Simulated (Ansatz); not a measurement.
Consider the following.

W$_{3}$N:
Space group Fm-3m (No. 225); a = b = c = 6.137 Å, α = β = γ = 90.00°

```json
[
 {"atom": "N", "site": "4a", "symmetry": "m-3m", "x": "0.0000", "y": "0.0000", "z": "0.0000"},
 {"atom": "W", "site": "4b", "symmetry": "m-3m", "x": "0.5000", "y": "0.5000", "z": "0.5000"},
 {"atom": "W", "site": "8c", "symmetry": "-43m", "x": "0.2500", "y": "0.2500", "z": "0.2500"}
]
```
(The calculation used a cell of 4 atoms; values per cell refer to that cell.)

This is the PBE-relaxed structure.

Problem. All from DFT-PBE in the program Ansatz with PAW potentials, unless another level is named. Predict the electronic character.

Solution. metallic (no gap).

Problem. Predict the formation energy from the elements (no fitted shifts).

Solution. 1.42 eV/atom.

Problem. What about the density of states at the Fermi level?

Solution. 1.0 states/eV per atom (mean over ±0.08 eV).

The cell is a constructed one: a structure type filled with these elements; neither database checked (COD, Materials Project) lists it. Its standing as an ambient phase is unchecked. The PBE relaxation kept the symmetry of its start; whether a distortion lowers the energy is not shown. The run is not spin-polarised. With an odd number of electrons in the cell and no spin polarisation, the count alone makes it a metal. The references are the lowest solids computed at this level, not always the standard phases (solids in place of the gases). Spin–orbit coupling is left out wherever it is not named.

Potentials: the earlier of the program's two PAW sets.
